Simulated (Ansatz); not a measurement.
SnPt (NiAs type, P6_3/mmc) under volume change, plane-wave PAW r²SCAN (Ansatz code), shape and atoms relaxed at each volume.

```
V (Å³/atom)  E − E(relaxed) (meV/atom)  P (GPa)
-----------  -------------------------  -------
18.469                            89.6    17.33
19.078                            37.2    10.45
19.686                             8.7     4.73
20.295                             0.0     0.00
20.904                             7.7    -3.91
21.513                             [?]      [?]
22.122                             [?]      [?]
```

**Question.** Complete the blanks.

**Answer.** 
- 22.122, E − E(relaxed) (meV/atom): 61.1
- 22.122, P (GPa): -9.78
- 21.513, E − E(relaxed) (meV/atom): 28.9
- 21.513, P (GPa): -7.13

**Question.** What does a third-order Birch–Murnaghan fit give for V₀, B₀ and B′?

**Answer.** V₀ = 20.30 Å³/atom, B₀ = 143 GPa, B′ = 5.3.

The workflow started from an entry of the Crystallography Open Database (COD). Its standing as an ambient phase is unchecked. Symmetry was held in the r²SCAN relaxation; whether a distortion lowers the energy is not shown. No spin polarisation was allowed. Scalar-relativistic: spin–orbit coupling is off unless named, which matters more the heavier the elements.

Potentials: the later of the program's two PAW sets.
